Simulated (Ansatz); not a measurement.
What a change of settings does to a run on BiAs

The structure comes from a relaxation in the same program, started in the wurtzite type. Whether it is a known phase or the ground state wasn't checked. The listed cell was then made from it by scaling, straining or moving an atom.

First run: DFT, PBEsol, PAW with Ansatz's default frozen-core files, scalar-relativistic (Ansatz 0.2.0).

Command: `ansatz run input.yaml --threads 1 --pin off --max-ram 4096MiB --backend cpu --events-out ev --progress --plain --runs-dir out` The run took 19 s on 1 thread of Intel(R) Xeon(R) Platinum 8488C (Sapphire Rapids), with other jobs on the host, peak memory 0.58 GiB.

```yaml
crystal:
  lattice:
    - [4.9662288984, 0.0, 0.0]
    - [-2.4831144492, 4.300880387, 0.0]
    - [0.0, 0.0, 6.4078756807]
  atoms:
    - { symbol: As, position: [0.3333333333, 0.6666666667, -0.0274116519] }
    - { symbol: As, position: [0.6666666667, 0.3333333333, 0.4725883481] }
    - { symbol: Bi, position: [0.3333333333, 0.6666666667, 0.4034116519] }
    - { symbol: Bi, position: [0.6666666667, 0.3333333333, 0.9034116519] }
kpoints:
  mp_grid: { grid: [10, 10, 6] }
scf:
  occupations: { method: fermi_dirac, width: 0.08 }
hamiltonian:
  xc: pbesol
  pseudopotentials: { kind: paw }
output:
  forces: true
  stress: true
  eigenvalues: true
  efg: { contact_densities: true }
```

Result: converged; pressure -0.24 GPa; largest force 0.086 eV/Å; gap on the k mesh 0.08 eV; 8 SCF iterations.

No spin–orbit coupling, which matters for the heavy atoms here.

The input is then changed:

```diff
@@ -5,8 +5,8 @@
     - [0.0, 0.0, 6.4078756807]
   atoms:
-    - { symbol: As, position: [0.3333333333, 0.6666666667, -0.0274116519] }
-    - { symbol: As, position: [0.6666666667, 0.3333333333, 0.4725883481] }
-    - { symbol: Bi, position: [0.3333333333, 0.6666666667, 0.4034116519] }
-    - { symbol: Bi, position: [0.6666666667, 0.3333333333, 0.9034116519] }
+    - { symbol: As, position: [0.3333333333, 0.6666666667, -0.0274116519], spin: -1.0 }
+    - { symbol: As, position: [0.6666666667, 0.3333333333, 0.4725883481], spin: -4.0 }
+    - { symbol: Bi, position: [0.3333333333, 0.6666666667, 0.4034116519], spin: 4.0 }
+    - { symbol: Bi, position: [0.6666666667, 0.3333333333, 0.9034116519], spin: -0.5 }
 kpoints:
   mp_grid: { grid: [10, 10, 6] }
@@ -21,3 +21,5 @@
   eigenvalues: true
   efg: { contact_densities: true }
+magnetization:
+  spin_polarized: true
```

**Question.** What does the second run give?

**Answer.** It converged; pressure -0.24 GPa; largest force 0.086 eV/Å; moment 0.00 μB; 17 SCF iterations.

The results part of its log:

```
SCF 1 converged in 17 iterations: F = -34109.504201 eV  dr2 = 2.83e-11
  greatest PAW one-centre occupation: 0.999 electrons in one spin orbital (limit 2), on the As atom at site 1 (counted from 0), in its partial waves of l = 2
WARN: the starting moments were not kept: the SCF closed with an absolute magnetisation of 6.0e-6 μB, where they sum to 9.5 μB in size (4 sites). That is at most 0.1 of that sum. Measured as dr2_m measures the in/out step, that magnetisation stands 1.5e-12 eV from none, at or under the dr2_threshold of 1.0e-7 eV: it is no larger than a step whose dr2_m would equal this threshold. The system may hold no moment; this SCF shows only that its start led to no more than that. To try another start: raise the starting moments (crystal.atoms[].spin, magnetization.per_species, magnetization.initial_magnetization, or on a non-collinear deck that types none of these the spinor_matrix: blocks that start its atoms; where the total moment is fixed, keep their sum and leave initial_magnetization as it is; typed ones take the place of any that the run laid by itself, positive ones on a crystal's lanthanoids without a Hubbard term where scf.initial_density.shell_occupations: [] is typed) or, if the notice of its spin-set hold's release reads "site moments contracting" or "site moments show no strong build", lengthen the hold (scf.mixing.spin_hold: { on: { confirm: 4 } }; for m-r²SCAN on two components see the key's manual first). Each may lead to a state that holds a moment. A second SCF, from the converged charge density, with the starting moments and any scf.initial_density.shell_occupations laid on it anew, would have followed, and was not run: the deck does not ask for one (magnetization.retry_lost_moments is false, the default). To let it run, set magnetization.retry_lost_moments: true and run the deck again, where that key's refused combinations let it; where memory then withholds it, that run's warning says so.
SCF converged after 17 iterations
Magnetization: 0.0000 μB (30.0000 up, 30.0000 down)
Absolute magnetization: 0.0000 μB (∫|ρ↑−ρ↓|, with the PAW one-centre terms)
Spin contamination: 0.0000 ħ² per cell (⟨S²⟩ above its minimum at these occupations)
Per-site moments (μB) at R_I (Å): [(9.412163942501785e-7, 1.1387731455782752), (-6.747857512294831e-7, 1.1387731455782746), (3.263010744927958e-7, 1.1387731455782752), (-4.35463253975642e-7, 1.1387731455782746)]
Free energy (F): -34109.504201 eV
Harris-Foulkes:  -34109.504201 eV  (|F-HF|=2.91e-11)
Internal energy: -34109.487163 eV  (E = F + TS)
E sigma→0 (E₀):  -34109.495682 eV
Entropy (-TS):   -0.017038 eV (-4.260 meV/atom)
Fermi energy:    7.848129 eV
--- Per-component energies (eV) ---
  E_band       = -832.355888
  E_kinetic    = 809.138096
  E_local      = -7695.563431  (includes V_loc(G=0)·N_el)
  E_nonlocal   = -213.276048
  E_hartree    = 3410.851048
  E_xc         = -457.176587
  E_vxc        = -445.474057  (∫ρ·V_xc dr)
  E_paw        = -24602.672449  (= ΣΔE_a)
  E_vpaw       = -108.881462  (= ΣTr[D̂ρ^β])
  E_aug_tail   = -0.000902  (compensation charges beyond the density's cutoff)
  E_ewald      = -5362.899252
  E_core_change = 2.112362  (= ΣΔE_core)
  E_smearing   = -0.017038  (= −TS)
  E_closure    = -0.000000  (closes the sum)
  Σ components = -34109.504201   (vs F -34109.504201, Δ=0.00e0)
--- Forces (eV/Å), atoms counted from 1 ---
  atom   1  As     0.00000000     0.00000000    -0.08633072
  atom   2  As    -0.00000000    -0.00000000    -0.08632998
  atom   3  Bi     0.00000000     0.00000000     0.08632996
  atom   4  Bi    -0.00000000    -0.00000000     0.08633008
  max |Σ_I F_I| component: 6.60e-7 eV/Å
--- Stress (GPa, compression-positive) ---
       -0.152806       0.000000       0.000000
        0.000000      -0.152806       0.000000
        0.000000       0.000000      -0.410676
  P = ⅓ Tr σ = -0.2388 GPa (-2.388 kbar)
--- PAW observables at the nuclei: V_zz in 10²¹ V/m², potentials from the cell's mean, atoms counted from 1 ---
  atom   1  As V_zz =    +1.264112   η = 0.0000   by run symmetry: allowed
            electrostatic potential = -4514.333544 V   contact ρ = 235076.795242 e/Å³   contact ρ_s (e/Å³): all electrons -0.000005, valence -0.000005
  atom   2  As V_zz =    +1.264131   η = 0.0000   by run symmetry: allowed
            electrostatic potential = -4514.333530 V   contact ρ = 235076.795256 e/Å³   contact ρ_s (e/Å³): all electrons +0.000012, valence +0.000012
  atom   3  Bi V_zz =    -3.977455   η = 0.0000   by run symmetry: allowed
            electrostatic potential = -17826.819845 V   contact ρ = 17884026.894481 e/Å³   contact ρ_s (e/Å³): all electrons -0.000075, valence -0.000076
  atom   4  Bi V_zz =    -3.977469   η = 0.0000   by run symmetry: allowed
            electrostatic potential = -17826.819848 V   contact ρ = 17884026.894538 e/Å³   contact ρ_s (e/Å³): all electrons +0.000049, valence +0.000047
--- Band table (eV; the first three rows and the last of 144) ---
  k-point 0 ↑: bands = ["-27.9891", "-27.9891", "-27.9823", "-27.9823", "-27.9819", "-27.9819", "-27.9800", "-27.9800", "-27.9799", "-27.9799", "-15.4349", "-15.4153", "-15.4113", "-15.4113", "-15.4089", "-15.4089", "-15.3990", "-15.3990", "-15.3847", "-15.3847", "-5.8191", "-3.7868", "-1.9274", "0.7611", "3.1015", "4.2249", "4.2249", "5.8850", "5.8850", "5.9552", "7.9210", "7.9210", "10.0173", "10.0173", "10.4648", "11.4013", "12.9672", "12.9672", "13.5871", "14.6144", "14.8752", "14.8752"]
  k-point 1 ↑: bands = ["-27.9891", "-27.9891", "-27.9823", "-27.9823", "-27.9819", "-27.9819", "-27.9800", "-27.9800", "-27.9799", "-27.9799", "-15.4335", "-15.4165", "-15.4118", "-15.4118", "-15.4094", "-15.4094", "-15.3974", "-15.3974", "-15.3853", "-15.3853", "-5.7341", "-4.0506", "-1.6769", "0.5402", "3.3972", "4.3067", "4.3067", "5.7198", "5.7198", "6.2521", "8.0458", "8.0458", "9.5554", "9.8098", "9.8098", "11.6506", "12.7484", "13.2672", "13.2672", "14.1234", "15.2454", "15.2454"]
  k-point 2 ↑: bands = ["-27.9891", "-27.9891", "-27.9822", "-27.9822", "-27.9820", "-27.9820", "-27.9799", "-27.9799", "-27.9799", "-27.9799", "-15.4297", "-15.4199", "-15.4123", "-15.4123", "-15.4107", "-15.4107", "-15.3938", "-15.3938", "-15.3871", "-15.3871", "-5.4835", "-4.5718", "-1.1612", "0.0254", "4.2297", "4.5436", "4.5436", "5.3357", "5.3357", "6.4590", "8.3671", "8.3671", "8.7333", "9.3371", "9.3371", "11.1978", "12.0134", "13.2528", "14.0982", "14.0982", "16.0886", "16.0886"]
  k-point 71 ↓: bands = ["-27.9890", "-27.9890", "-27.9822", "-27.9821", "-27.9821", "-27.9821", "-27.9800", "-27.9800", "-27.9799", "-27.9799", "-15.4247", "-15.4247", "-15.4082", "-15.4082", "-15.4059", "-15.4059", "-15.3924", "-15.3924", "-15.3919", "-15.3919", "-4.0511", "-4.0511", "-2.6193", "-2.6193", "3.4690", "3.4690", "5.6659", "5.6659", "7.1254", "7.1254", "8.4685", "8.4685", "9.2640", "9.2640", "11.5392", "11.5392", "12.8439", "12.8440", "14.9918", "14.9918", "16.6898", "16.6898"]
```
